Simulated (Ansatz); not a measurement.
## RbZn$_{4}$As$_{3}$, a database entry at a rescaled volume

```
Rb Zn As
1.0
     4.17160    0.00000    0.00000
     0.00000    4.17160    0.00000
     0.00000    0.00000   10.35549
Rb Zn As
1 4 3
Direct
  0.00000 0.00000 0.50000
  0.00000 0.50000 0.15912
  0.50000 0.00000 0.15912
  0.00000 0.50000 0.84088
  0.50000 0.00000 0.84088
  0.50000 0.50000 0.29233
  0.50000 0.50000 0.70767
  0.00000 0.00000 0.00000
```

Level: r2SCAN, no spin polarisation; 500 eV; 6×6×3 Γ-centred mesh; fermi-dirac occupations (width 0.1 eV); Ansatz 0.2.0, fixed geometry.

(1) Is there a gap?

(2) How is the charge shared?

(3) What do density and ELF say about some of the short contacts?

(4) Where is the largest force?

Origin: a database entry at a rescaled volume. Caveats: the gap is not wide against the smearing.

## Answers

(1) Counting bands on this mesh leaves a gap of 0.29 eV, but it is narrow, so a finer mesh and a narrower smearing would have to settle it.

(2) Bader charges in e: Rb +0.80, Zn +0.56, As -1.08 to -0.99. In the mean Rb gives up most and As takes most.

(3) Zn–As at 2.50 Å: least valence density 0.39 e/Å³ and ELF 0.39 there. Zn–Zn at 2.95 Å: least valence density 0.16 e/Å³ and ELF 0.26 there. Rb–As at 3.65 Å: least valence density 0.05 e/Å³ and ELF 0.04 there. Both are smooth PAW fields, read partly inside the augmentation spheres.

(4) The largest is on As6 (and as large on other atoms): 0.17 eV/Å, components (0.00, 0.00, -0.17). It makes 57° with the line to a nearest neighbour, Zn2 at 2.50 Å.
